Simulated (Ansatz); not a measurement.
Mg2BBrN2:
Space group C2/c (No. 15); a = 9.1440 Å, b = 6.6172 Å, c = 6.4911 Å, α = 90.00°, β = 109.38°, γ = 90.00°

```json
[
 {"atom": "Mg", "site": "8f", "symmetry": "1", "x": "0.2579", "y": "0.3972", "z": "0.3363"},
 {"atom": "B", "site": "4e", "symmetry": "2", "x": "0.0000", "y": "0.1132", "z": "0.2500"},
 {"atom": "Br", "site": "4e", "symmetry": "2", "x": "0.0000", "y": "0.6307", "z": "0.2500"},
 {"atom": "N", "site": "8f", "symmetry": "1", "x": "0.1549", "y": "0.1127", "z": "0.3219"}
]
```
(The calculation used a cell of 12 atoms; values per cell refer to that cell.)

Relaxed with r²SCAN. Plane-wave PAW r²SCAN (Ansatz code) gives a gap of 3.97 eV.

Q: What gap does HSE06 give on the same cell (Ansatz, PAW)?

A: 4.61 eV, 0.64 eV more. The hybrid was solved on a coarser mesh and at special points; its gap is the smallest among all of these.

```
k   v1 r²SCAN  c1 r²SCAN  v1 HSE06  c1 HSE06
--  ---------  ---------  --------  --------
Γ       -0.45       3.97     -0.48      4.61
Y2      -0.14       5.70         …         …
A       -0.39       5.69     -0.43      6.37
M2      -0.54       6.03     -0.55      6.75
V2      -0.09       5.66         …         …
L2      -0.26       5.16         …         …
C       -0.15       5.39     -0.17      6.09
D       -0.41       6.06         …         …
```

Q: Top valence (v1) and lowest conduction level (c1) in eV from each method's valence maximum (which need not be a listed point): supply the withheld HSE06 values.

A: 
- Y2, v1 HSE06: -0.15
- Y2, c1 HSE06: 6.41
- D, v1 HSE06: -0.44
- D, c1 HSE06: 6.79
- V2, v1 HSE06: -0.08
- V2, c1 HSE06: 6.35
- L2, v1 HSE06: -0.28
- L2, c1 HSE06: 5.86

Cost on shared cores: the r²SCAN run (SCF on a 5×5×5 mesh, then bands and DOS) very roughly 5 core-minutes, the HSE06 run (SCF on 3×3×3, then a few points) roughly 5 core-minutes; the tasks are unlike.

The workflow started from a Materials Project entry (that database holds measured and hypothetical structures alike); the Crystallography Open Database copy checked does not list it. Its standing as an ambient phase is unchecked. The r²SCAN relaxation kept the symmetry of its start; whether a distortion lowers the energy is not shown. Scalar-relativistic: spin–orbit coupling is off unless named, which matters more the heavier the elements.

Potentials: the later of the program's two PAW sets.
